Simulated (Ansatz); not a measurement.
Y$_{2}$AlSi$_{2}$:
```yaml
crystal:
  lattice:
    - [-2.03810, 2.85350, 4.37694]
    - [2.03810, -2.85350, 4.37694]
    - [2.03810, 2.85350, -4.37694]
  atoms:
    - { symbol: Si, position: [0.28986, 0.50000, 0.78986] }
    - { symbol: Si, position: [0.71014, 0.50000, 0.21014] }
    - { symbol: Y, position: [0.28941, 0.78941, 0.50000] }
    - { symbol: Y, position: [0.71059, 0.21059, 0.50000] }
    - { symbol: Al, position: [0.00000, 0.00000, 0.00000] }
```

Relaxed with r²SCAN. Special points in fractions of this cell's reciprocal vectors: Γ (0.000, 0.000, 0.000); X (0.500, 0.500, -0.500); F2 (0.304, 0.696, -0.304); Σ0 (-0.304, 0.304, 0.304); Y0 (0.356, -0.356, 0.356); U0 (0.644, 0.356, -0.356); R (0.000, 0.500, 0.000); W (0.250, 0.250, 0.250); S (0.500, 0.000, 0.000); T (0.000, 0.000, 0.500).

### Question
List the band energies nearest the Fermi level at these points for the program Ansatz at the r²SCAN level (PAW).

### Answer
In eV from the Fermi level; about four levels below and three above (degenerate sets whole), none deeper than 8.9 eV; points with the same levels are listed once.

```csv
k,below,above
Γ,-1.63 -1.07 -0.62 -0.58,1.37 3.35 3.43
X,-5.15 -2.03 -1.32 -1.17,1.01 1.05 1.28
F2,-2.73 -1.29 -0.92 -0.91,1.91 2.54 2.83
Y0,-1.79 -1.57 -0.93 -0.89,1.18 1.49 1.99
R,-2.58 -1.72 -1.29 -1.05,2.03 3.07 3.45
W,-1.48 -1.12 -0.79 -0.58,0.92 1.76 2.48
S,-1.73 -1.63 -0.35 -0.10,0.36 1.96 2.51
T,-2.18 -0.99 -0.97 -0.51,1.74 1.83 2.65
```

Space group Immm. The workflow started from an entry of the Crystallography Open Database (COD). Its standing as an ambient phase is unchecked. Symmetry was held in the r²SCAN relaxation; whether a distortion lowers the energy is not shown. No spin polarisation was allowed. Spin–orbit coupling is left out wherever it is not named.

Potentials: the later of the program's two PAW sets.
